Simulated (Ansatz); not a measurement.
Ansatz (a quantum-chemistry and plane-wave program) input:

Ansatz 0.2 input:
```yaml
crystal:
  lattice:
    - [4.4109469651, 0.0, 0.0]
    - [0.0, 4.4109469651, 0.0]
    - [0.0, 0.0, 4.4109469651]
  atoms:
    - { symbol: Rb, position: [0.0, 0.0, 0.0] }
    - { symbol: Cd, position: [0.5, 0.5, 0.5] }
    - { symbol: F, position: [0.0, 0.5, 0.5] }
    - { symbol: F, position: [0.5, 0.0, 0.5] }
    - { symbol: F, position: [0.5, 0.5, 0.0] }
kpoints:
  mp_grid: { grid: [6, 6, 6] }
basis: { xc_grid: 2, fft_grid_basis: typed }
hamiltonian:
  xc: pbesol
  pseudopotentials: { kind: paw }
scf:
  occupations: { method: fixed }
checkpoint: { read: static.run }
output: { write_density: true, elf: true, volumetric_format: npy }
```

Output (shortened):

```
Pseudopotential: Rb, paw, valence charge 9
Pseudopotential: Cd, paw, valence charge 20
Pseudopotential: F, paw, valence charge 7
Functional definition: PBEsol
Crystal: 5 atoms, lattice volume = 85.821 Å³
Basis set: ecut = 420 eV, 1743 PW (Γ), exchange–correlation on 60×60×60 points (8 copies of the dense FFT grid, shifted against one another)
Bands: 30, of which v1, the nominal top of the filled ones, is band 25 counted from 1 (24 counted from 0)
Symmetry: 48 space group operations
Space group: Pm-3m (ITA 221), of the structure as read, at distance tolerance 4.4e-5 Å
k-points: 20 of 216
Stability of the state it starts from, as read at its close in the unpolarized treatment …
iter 1 solved again at ethr=3.46e-7 eV; its pass at ethr=3.10e-3 eV (dr2=1.73e-4 eV) is discarded
SCF iter   1: F=—  HF=-13806.124468 eV  |F-HF|=—  |Δ(HF+E_count)|=         —  Δρ=1.89e-6  dr2=2.77e-9  ethr=3.46e-7  ⟨swp⟩=3.0  Hψ=3642  notcnv=0  defer=56
preconditioner: auto → Resta (q_TF=auto, 2.493 Å⁻¹)
SCF iter   2: F=—  HF=-13806.124444 eV  |F-HF|=—  |Δ(HF+E_count)|=   2.40e-5  Δρ=2.19e-6  dr2=2.79e-9  ethr=5.54e-12  ⟨swp⟩=11.0  Hψ=3158  notcnv=0
SCF iter   3: F=-13806.124444 eV  HF=-13806.124444 eV  |F-HF|=4.40e-10  |Δ(HF+E_count)|=  6.04e-10  Δρ=9.13e-7  dr2=5.53e-10  ethr=5.54e-12  ⟨swp⟩=1.0  Hψ=1411  notcnv=0
SCF 1 converged in 3 iterations: F = -13806.124444 eV  dr2 = 5.53e-10
SCF converged after 3 iterations
Free energy (F): -13806.124444 eV
Harris-Foulkes:  -13806.124444 eV  (|F-HF|=4.40e-10)
Internal energy: -13806.124444 eV  (E = F + TS)
E sigma→0 (E₀):  -13806.124444 eV
Fermi energy:    4.407277 eV
--- Per-component energies (eV) ---
  E_band       = -645.020151
  E_kinetic    = 1316.096803
  E_local      = -6447.160641  (includes V_loc(G=0)·N_el)
  E_nonlocal   = 436.248510
  E_hartree    = 2745.241767
  E_xc         = -539.977304
  E_vxc        = -660.664115  (∫ρ·V_xc dr)
  E_paw        = -7167.051928  (= ΣΔE_a)
  E_vpaw       = -780.029228  (= ΣTr[D̂ρ^β])
  E_aug_tail   = 0.006108  (compensation charges beyond the density's cutoff)
  E_ewald      = -4150.120717
  E_core_change = 0.592958  (= ΣΔE_core)
  E_smearing   =  0.000000  (= −TS)
  E_closure    = 0.000000  (closes the sum)
  Σ components = -13806.124444   (vs F -13806.124444, Δ=0.00e0)
  [band-id]    e_kinetic+e_local+e_nonlocal+2·e_hartree+e_vxc+e_vpaw+e_augmentation_tail = -645.019029   (vs E_band -645.020151, Δ=1.12e-3)
--- Band table (eV; the first three rows and the last of 20) ---
  k-point 0: bands = ["-94.4620", "-55.6072", "-55.6072", "-55.6072", "-19.4267", "-16.3071", "-16.0368", "-16.0368", "-3.5222", "-3.5222", "-3.5222", "-0.6439", "-0.6439", "-0.6439", "-0.2125", "-0.2125", "1.1277", "1.1277", "1.1277", "2.6684", "2.6684", …
  k-point 1: bands = ["-94.4620", "-55.6072", "-55.6072", "-55.6072", "-19.4211", "-16.2910", "-16.0399", "-16.0360", "-3.5338", "-3.5112", "-3.5112", "-0.8038", "-0.6874", "-0.6874", "-0.6430", "-0.2121", "1.1455", "1.1455", "1.6262", "2.6322", "2.6795", …
  k-point 2: bands = ["-94.4620", "-55.6073", "-55.6072", "-55.6072", "-19.4097", "-16.2610", "-16.0438", "-16.0345", "-3.5569", "-3.4890", "-3.4890", "-1.5273", "-0.7677", "-0.7677", "-0.6411", "-0.2115", "1.1689", "1.1689", "2.0589", "2.5599", "2.6352", …
  k-point 19: bands = ["-94.4620", "-55.6074", "-55.6074", "-55.6074", "-19.3796", "-16.0497", "-16.0497", "-16.0497", "-3.7458", "-3.7458", "-3.7458", "-2.0087", "-2.0087", "-0.9416", "-0.9416", "-0.9416", "-0.6703", "2.7481", "2.7481", "2.7481", "3.0859", …
```

Cost: about 2.1 core-seconds (a rough figure) on shared cores.

The first step of the workflow began from a Materials Project structure, measured or hypothetical; the Crystallography Open Database copy checked does not list it. Whether it is the stable phase at ambient conditions was not checked. Symmetry was held in the PBEsol relaxation; its stability against distortions is not shown here. Scalar-relativistic: spin–orbit coupling is off unless named, which matters more the heavier the elements.

Potentials: the later of the program's two PAW sets.

Ansatz is a plane-wave DFT program.
